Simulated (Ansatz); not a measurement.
## fluorite-structured LaS₂

Level of theory: DFT, PBEsol, scalar-relativistic, no spin polarisation; plane waves to 420 eV with PAW datasets (Ansatz 0.2.0), 8×8×8 k-mesh, Gaussian smearing of 0.05 eV; PAW files: Ansatz's generated set soft_2.

```
CELL_PARAMETERS angstrom
0.00000 3.36554 3.36554
3.36554 0.00000 3.36554
3.36554 3.36554 0.00000
ATOMIC_POSITIONS crystal
La 0.00000 0.00000 0.00000
S 0.25000 0.25000 0.25000
S 0.75000 0.75000 0.75000
```

This is a trial structure; measured cells of the compound in the Crystallography Open Database are in space group Pnma.

Cell and atoms are those of this level's equilibrium.

The cell has space group Fm-3m (read at 0.01 Å). In it the stress is -0.03, -0.03, -0.03, 0.00, 0.00, 0.00 GPa and the largest force component 0.000 eV/Å. Each change below starts from this cell, without further relaxation. Stress is in GPa, positive in compression, in the order xx, yy, zz, yz, xz, xy; energies are counted from the cell above and are free energies with the smearing's entropy, which match forces and stress in a metal.

What happens when atom 2 (S) is moved by 0.08 Å along y?

The energy changes by 11.0 meV per cell, and the force on it along the shift is -0.276 eV/Å (−F/u = 3.45 eV/Å²). Stress: 0.11, -0.09, 0.11, 0.00, -0.81, 0.00.
```
atom  Fx (eV/Å)      Fy     Fz
 La1      0.000   0.131  0.000
  S2      0.000  -0.276  0.000
  S3      0.000   0.145  0.000
```
In a harmonic crystal the energy would rise by −½F·u = ½ × 3.45 × 0.08² eV = 11.0 meV, which matches.

What stress follows from an engineering strain of 1 % in zz, atoms carried along?

-1.22, -1.22, 0.40, 0.00, 0.00, 0.00 GPa; the energy changes by -1.0 meV per cell.
The stress across the strain changes more than along it (C12 over C11 with clamped atoms), which a stable cubic crystal can't show: the cell is unstable or the mesh too coarse.
The stress changes with the wrong sign for a stable crystal (a clamped-atom constant of about -43 GPa), so the cell is unstable against this strain on this mesh; in a metal a finer mesh can change the sign.

For elements this heavy, spin–orbit coupling would shift levels and gaps; it isn't included here. The cell is a metal with an odd number of electrons, and spin polarisation wasn't tried.
